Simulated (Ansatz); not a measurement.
Here is the system:

SiO2 (alpha-quartz type, space group P3_121)

```
SiO2
1.0
    5.02210     0.00000     0.00000
   -2.51105     4.34927     0.00000
    0.00000     0.00000     5.51028
Si O
3 6
Cartesian
  2.39416   0.00000   1.83676
 -1.19708   2.07340   3.67352
  1.31397   2.27587   0.00000
  1.44053   1.11074   1.13026
  3.33991   0.69217   2.96702
  2.75271   2.54636   4.80378
 -1.07052   3.23853   2.54325
  0.24166   1.80291   4.38001
  0.82886   3.65710   0.70650
```

Equation-of-state scan: isotropic scaling of the cell above, V₀ being its volume. The atoms relax within the cell's symmetry.

Computed with PBE (plane waves to 420 eV, PAW, scalar-relativistic; Ansatz, a quantum-chemistry and plane-wave program). k mesh 8×8×6 (Γ-centred), Fermi-Dirac smearing 0.05 eV. The energy includes the smearing's −TS. Compression counts positive. The relaxing atoms change the space group within the scan (P6_422 at V/V₀ = 1.080), so nothing is fitted. SiO2 was relaxed with its symmetry unable to fall. ΔE is measured from the relaxed starting cell.

The scan covers V/V₀ from 0.840 to 1.160 in 13 points.

**Question.** What pressure does the cell carry at V/V₀ = 0.840?

**Answer.** 9.1 GPa.

**Question.** What is ΔE at V/V₀ = 1.160?

**Answer.** 62.7 meV/atom.

**Question.** What is ΔE at V/V₀ = 0.840?

**Answer.** 50.1 meV/atom.

(A scan under strain: stresses follow from slopes of the energy per volume, elastic moduli from its curvatures.)
